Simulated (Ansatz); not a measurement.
Relaxed-ion elastic tensor of Ru (simple cubic, Pm-3m) in GPa (Voigt order), the program Ansatz at the PBEsol level (PAW); density 11.00 g/cm³, 15.26 Å³ per atom.

```
     1    2    3     4     5     6
-  ---  ---  ---  ----  ----  ----
1  362  190  190   0.0   0.0   0.0
2  190  362  190   0.0   0.0   0.0
3  190  190  362   0.0   0.0   0.0
4  0.0  0.0  0.0  15.9   0.0   0.0
5  0.0  0.0  0.0   0.0  15.9   0.0
6  0.0  0.0  0.0   0.0   0.0  15.9
```

Problem. Is the crystal mechanically stable?

Solution. Yes: the smallest eigenvalue of C is 15.9 GPa.

Problem. Work out the Voigt, Reuss and Hill averages.

Solution. K_V = 247, K_R = 247, K_H = 247; G_V = 44.0, G_R = 23.6, G_H = 33.8 GPa.

Problem. Give Young's modulus, Poisson's ratio, Pugh's ratio and the universal anisotropy index.

Solution. E = 9KG/(3K + G) = 97.0 GPa; ν = 0.43; K/G = 7.32 (ductile by the Pugh limit of 1.75); A_U = 5G_V/G_R + K_V/K_R − 6 = 4.32.

Problem. Estimate the sound speeds and the Debye temperature.

Solution. v_l = √((K + 4G/3)/ρ) = 5160 m/s, v_t = √(G/ρ) = 1750 m/s, mean 1990 m/s; Θ = (h/k)(3n/4πV)^(1/3) v_m = 239 K.

Problem. Give the Zener ratio and Young's modulus along [100], [110] and [111].

Solution. A = 2C44/(C11 − C12) = 0.18; 1/E = S11 − 2(S11 − S12 − S44/2)Γ with Γ = 0, 1/4, 1/3 gives 231, 58.3, 46.7 GPa.

Problem. Solve the Christoffel equation for the three sound speeds along [100], [110], [111].

Solution. Eigenvalues of C_ijkl n_j n_l equal ρv². In km/s, slowest first: [100] 1.20, 1.20, 5.74; [110] 1.20, 2.80, 5.15; [111] 2.39, 2.39, 4.94.

A made-up cell: these elements were put on the sites of a structure type; neither database checked (COD, Materials Project) lists it. It is not the phase usual at ambient conditions (space group No. 194). The PBEsol relaxation kept the symmetry of its start; its stability against distortions is not shown here. The run is not spin-polarised. As this level gives no gap, shear constants depend on the k-mesh and smearing (Fermi–Dirac, 0.1 eV here).

Potentials: the later of the program's two PAW sets.
